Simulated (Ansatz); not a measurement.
Input file for Ansatz (an electronic-structure program):

Ansatz 0.2 input:
```yaml
crystal:
  lattice:
    - [0.0, 3.0434915652, 3.0434915652]
    - [3.0434915652, 0.0, 3.0434915652]
    - [3.0434915652, 3.0434915652, 0.0]
  atoms:
    - { symbol: As, position: [0.75, 0.75, 0.75] }
    - { symbol: In, position: [0.0, 0.0, 0.0] }
kpoints:
  mp_grid: { grid: [9, 9, 9] }
  band_path:
    path:
      - [[0.0, 0.0, 0.0], [0.5, 0.0, 0.5], [0.625, 0.25, 0.625]]  # Γ-X-U
      - [[0.375, 0.375, 0.75], [0.0, 0.0, 0.0], [0.5, 0.5, 0.5], [0.5, 0.25, 0.75], [0.5, 0.0, 0.5]]  # K-Γ-L-W-X
    npoints: 12
basis: { xc_grid: 2 }
hamiltonian:
  xc: pbesol
  pseudopotentials: { kind: paw }
magnetization: { noncollinear: true, spin_orbit: true }
scf:
  n_extra_bands: 12
  convergence: { dr2_threshold: 0.0000000001 }
  occupations: { method: gaussian, width: 0.05 }
output: { eigenvalues: true }
```

Output (shortened):

```
Pseudopotential: As, paw_fr, valence charge 15
Pseudopotential: In, paw_fr, valence charge 13
Functional definition: PBEsol
non-collinear run that drives no moment, with spin-orbit …
Crystal: 2 atoms, lattice volume = 56.383 Å³
Basis set: ecut = 420 eV, 1067 PW (Γ), exchange–correlation on 60×60×60 points (8 copies of the dense FFT grid, shifted against one another)
Bands: 40, of which v1, the nominal top of the filled ones, is band 28 counted from 1 (27 counted from 0)
Symmetry: 24 space group operations + 24 with time reversal
k-points: 35 of 729 (time reversal used)
Projection manifold: j_resolved (fully-relativistic pseudo-atomic orbitals)
SCF iter   1: F=—  HF=-10340.909604 eV  |F-HF|=—  |Δ(HF+E_count)|=         —  Δρ=2.79e-2  dr2=3.43e-1  dr2_m=0.00e0 (ungated)  ethr=3.10e-3  |M|=0.00e0 ∫|m|=0.00e0 μB  |m|>n=0.0e0 m-floor=0.0e0 τ_xc=0.0e0  β_m=0.30  ⟨swp⟩=8.1  Hψ=7124  notcnv=0  defer=33
preconditioner: auto → Kerker (q_TF=auto, 2.428 Å⁻¹)
spin=Noncollinear: Kerker preconditioning applied to the charge; magnetization (m_x, m_y, m_z) channels mix plain (no charge-response kernel on spin).
SCF iter   2: F=—  HF=-10340.879360 eV  |F-HF|=—  |Δ(HF+E_count)|=   3.02e-2  Δρ=2.17e-2  dr2=2.26e-1  dr2_m=0.00e0 (ungated)  ethr=1.23e-3  |M|=0.00e0 ∫|m|=0.00e0 μB  |m|>n=0.0e0 m-floor=0.0e0 τ_xc=0.0e0  β_m=0.63  ⟨swp⟩=1.0  Hψ=1685  notcnv=0  defer=99
preconditioner: auto → none
SCF iter   3: F=—  HF=-10340.831509 eV  |F-HF|=—  |Δ(HF+E_count)|=   4.79e-2  Δρ=4.02e-3  dr2=1.27e-2  dr2_m=0.00e0 (ungated)  ethr=8.09e-4  |M|=0.00e0 ∫|m|=0.00e0 μB  |m|>n=0.0e0 m-floor=0.0e0 τ_xc=0.0e0  β_m=0.62  ⟨swp⟩=2.0  Hψ=1629  notcnv=0  defer=157
SCF iter   4: F=—  HF=-10340.827885 eV  |F-HF|=—  |Δ(HF+E_count)|=   3.62e-3  Δρ=1.20e-3  dr2=1.04e-3  dr2_m=0.00e0 (ungated)  ethr=4.55e-5  |M|=0.00e0 ∫|m|=0.00e0 μB  |m|>n=0.0e0 m-floor=0.0e0 τ_xc=0.0e0  β_m=0.60  ⟨swp⟩=2.0  Hψ=2122  notcnv=0  defer=194
SCF iter   5: F=—  HF=-10340.828091 eV  |F-HF|=—  |Δ(HF+E_count)|=   2.06e-4  Δρ=5.52e-4  dr2=2.19e-4  dr2_m=0.00e0 (ungated)  ethr=3.73e-6  |M|=0.00e0 ∫|m|=0.00e0 μB  |m|>n=0.0e0 m-floor=0.0e0 τ_xc=0.0e0  β_m=0.73  ⟨swp⟩=2.5  Hψ=2140  notcnv=0  defer=194
SCF iter   6: F=—  HF=-10340.828143 eV  |F-HF|=—  |Δ(HF+E_count)|=   5.13e-5  Δρ=1.21e-4  dr2=1.96e-5  dr2_m=0.00e0 (ungated)  ethr=7.82e-7  |M|=0.00e0 ∫|m|=0.00e0 μB  |m|>n=0.0e0 m-floor=0.0e0 τ_xc=0.0e0  β_m=0.64  ⟨swp⟩=2.2  Hψ=1948  notcnv=0  defer=194
SCF iter   7: F=—  HF=-10340.828139 eV  |F-HF|=—  |Δ(HF+E_count)|=   3.15e-6  Δρ=4.52e-5  dr2=1.30e-6  dr2_m=0.00e0 (ungated)  ethr=7.00e-8  |M|=0.00e0 ∫|m|=0.00e0 μB  |m|>n=0.0e0 m-floor=0.0e0 τ_xc=0.0e0  β_m=0.79  ⟨swp⟩=2.0  Hψ=2188  notcnv=0  defer=194
SCF iter   8: F=—  HF=-10340.828139 eV  |F-HF|=—  |Δ(HF+E_count)|=   4.70e-8  Δρ=4.71e-6  dr2=1.44e-8  dr2_m=0.00e0 (ungated)  ethr=4.66e-9  |M|=0.00e0 ∫|m|=0.00e0 μB  |m|>n=0.0e0 m-floor=0.0e0 τ_xc=0.0e0  β_m=0.74  ⟨swp⟩=2.0  Hψ=1882  notcnv=0  defer=194
SCF iter  10: F=-10340.828139 eV  HF=-10340.828139 eV  |F-HF|=3.64e-12  |Δ(HF+E_count)|=  2.69e-10  Δρ=4.57e-8  dr2=1.63e-12  dr2_m=0.00e0 (ungated)  ethr=1.00e-12  |M|=0.00e0 ∫|m|=0.00e0 μB  |m|>n=0.0e0 m-floor=0.0e0 τ_xc=0.0e0  ⟨swp⟩=8.4  Hψ=4644  notcnv=0
SCF 1 converged in 10 iterations: F = -10340.828139 eV  dr2 = 1.63e-12
NSCF: frozen V_eff on 74 k-points
SCF converged after 10 iterations
Magnetization: |M| = 0.0000 μB,  M = (+0.0000, +0.0000, +0.0000) μB
Absolute magnetization: 0.0000 μB (∫|m|)
  site 0: m = (+0.0000, +0.0000, +0.0000) μB, |m| = 0.0000 μB  (R = 1.09 Å)
  site 1: m = (+0.0000, +0.0000, +0.0000) μB, |m| = 0.0000 μB  (R = 1.09 Å)
Free energy (F): -10340.828139 eV
Harris-Foulkes:  -10340.828139 eV  (|F-HF|=3.64e-12)
Internal energy: -10340.828062 eV  (E = F + TS)
E sigma→0 (E₀):  -10340.828101 eV
Entropy (-TS):   -0.000077 eV (-0.039 meV/atom)
Fermi energy:    7.559340 eV
--- Per-component energies (eV) ---
  E_band       = -321.887670
  E_kinetic    = 346.791265
  E_local      = -3304.088854  (includes V_loc(G=0)·N_el)
  E_nonlocal   = -299.423197
  E_hartree    = 1593.366034
  E_xc         = -291.915902
  E_vxc        = -178.785520  (∫ρ·V_xc dr)
  E_paw        = -5880.139226  (= ΣΔE_a)
  E_vpaw       = -73.113403  (= ΣTr[D̂ρ^β])
  E_aug_tail   = 0.000034  (compensation charges beyond the density's cutoff)
  E_ewald      = -2506.627168
  E_core_change = 1.208952  (= ΣΔE_core)
  E_smearing   = -0.000077  (= −TS)
  E_closure    = 0.000000  (closes the sum)
  Σ components = -10340.828139   (vs F -10340.828139, Δ=0.00e0)
  [band-id]    e_kinetic+e_local+e_nonlocal+2·e_hartree+e_vxc+e_vpaw+e_augmentation_tail = -321.887607   (vs E_band -321.887670, Δ=6.27e-5)
--- Band table (eV; the first three rows and the last of 35) ---
  k-point 0: bands = ["-27.9753", "-27.9753", "-27.9753", "-27.9753", "-27.2506", "-27.2506", "-27.2459", "-27.2459", "-27.2459", "-27.2459", "-7.3047", "-7.3047", "-7.3047", "-7.3047", "-6.5078", "-6.5078", "-6.4253", "-6.4253", "-6.4253", "-6.4253", …
  k-point 1: bands = ["-27.9753", "-27.9753", "-27.9753", "-27.9753", "-27.2505", "-27.2505", "-27.2459", "-27.2459", "-27.2459", "-27.2458", "-7.3076", "-7.3076", "-7.3067", "-7.3008", "-6.5109", "-6.5109", "-6.4313", "-6.4313", "-6.4254", "-6.4182", …
  k-point 2: bands = ["-27.9753", "-27.9752", "-27.9752", "-27.9752", "-27.2505", "-27.2505", "-27.2459", "-27.2459", "-27.2458", "-27.2457", "-7.3155", "-7.3155", "-7.3060", "-7.2969", "-6.5181", "-6.5181", "-6.4439", "-6.4439", "-6.4181", "-6.4070", …
  k-point 34: bands = ["-27.9752", "-27.9752", "-27.9752", "-27.9750", "-27.2503", "-27.2503", "-27.2459", "-27.2458", "-27.2457", "-27.2457", "-7.3900", "-7.3265", "-7.2760", "-7.2640", "-6.6191", "-6.4799", "-6.4436", "-6.4274", "-6.4031", "-6.3968", …
```

Cost: around 30 core-seconds (rough) on shared cores.

Space group F-43m (zinc blende). The PBEsol relaxation kept the symmetry of its start.

Potentials: the later of the program's two PAW sets.

Ansatz is a plane-wave DFT program.
